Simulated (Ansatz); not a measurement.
Ag: energy along a strain

Ag, Im-3m, a = 3.311 Å (as given, not relaxed at this level: -3.6 GPa). This isn't the element's structure at ambient conditions. Ansatz: r2SCAN, PAW, 500 eV, Γ-centred 20×20×20 mesh on 1 atom, Gaussian smearing 0.15 eV; no spin polarisation. Cell vectors (Å): -1.656 1.656 1.656; 1.656 -1.656 1.656; 1.656 1.656 -1.656. The cell is strained by x per cent times the pattern (1 1 0 0 0 0) in the order xx yy zz yz xz xy (engineering shears), with fractional coordinates held. y is the free energy over the start, V0 = 18.154 Å³/atom. Points with a strain past 8.5 % were computed too (3) and aren't used here.

| x (%) | y (meV/atom) |
| --- | --- |
| -7.50 | ? |
| -5.00 | 12.15 |
| -2.50 | -8.24 |
| 0.00 | 0.00 |
| 2.50 | 30.24 |
| 5.00 | 77.63 |
| 7.50 | 138.39 |

Task: Fit y = c1 x + c2 x² + c3 x³ to the other rows, get the stiffness along the pattern, and predict the missing energy.

Result: Least squares on the rows shown. y = 7.9101 x + 1.7984 x² − 0.052644 x³. The clamped-ion stiffness p·C·p = 2 × 17.98 eV × 160.2 / 18.154 Å³ = 317 GPa (second derivative at the start, which stands under stress). At x = -7.50 the fit asked for gives 64.04 meV/atom. The run gave 70.15 meV/atom, so the fit is 6.11 meV/atom too low, 4.2 % of the span of the series, against an rms of 0.29 meV/atom on the fitted rows. The row lies outside the fitted range. With a term in x⁴ added, a fit to the same known rows predicts 69.07 meV/atom, so most of the miss is curvature that the known rows already hold.